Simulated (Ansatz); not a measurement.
Total density of states per atom from the program Ansatz at the PBE level (PAW), in 0.25 eV bins, energy from the Fermi level:

```
E (eV)  states/eV/atom
------  --------------
-7.85             0.00
-7.60             0.00
-7.35             0.00
-7.10             0.00
-6.85             0.00
-6.60             0.00
-6.35             0.00
-6.10             0.00
-5.85             0.00
-5.60             0.00
-5.35             0.00
-5.10             0.28
-4.85             0.38
-4.60             0.54
-4.35             0.69
-4.10             1.93
-3.85             0.88
-3.60             0.50
-3.35             0.48
-3.10             0.98
-2.85             2.25
-2.60             1.51
-2.35             0.72
-2.10             0.74
-1.85             0.97
-1.60             0.96
-1.35             0.84
-1.10             0.64
-0.85             0.41
-0.60             0.20
-0.35             0.08
-0.10             0.04
0.15              0.33
0.40              0.62
0.65              1.12
0.90              0.64
1.15              0.52
1.40              2.08
1.65              1.80
1.90              0.88
2.15              0.00
2.40              0.00
2.65              0.14
2.90              1.26
3.15              0.98
3.40              1.38
3.65              1.09
3.90              0.47
4.15              0.01
4.40              0.00
4.65              0.00
```

Problem. Which compound is it?
A. RuS2, Pa-3 (Ru on 4a, S on 8c)
B. TiS2, CdI2 type
C. Ti, hcp (Mg type)
D. ZnS, 4H polytype

Solution. B, TiS2, CdI2 type. Within 0.5 eV of the Fermi level: Ti 3d 71 %, S 3p 25 %. Projections are on Löwdin-orthogonalised atomic valence shells; empty p or d shells of many metals are not among them.

Space group P-3m1 (CdI2 type). The PBE relaxation kept the symmetry of its start. The run is not spin-polarised. The volume lies over 15 % above that of the usual cell of this phase: another minimum, or an error of the functional. A crystal of weakly bound layers computed without a dispersion correction: the cell and the soft elastic constants depend strongly on that. A small band overlap can be real or an error of a semilocal functional.

Potentials: the later of the program's two PAW sets.
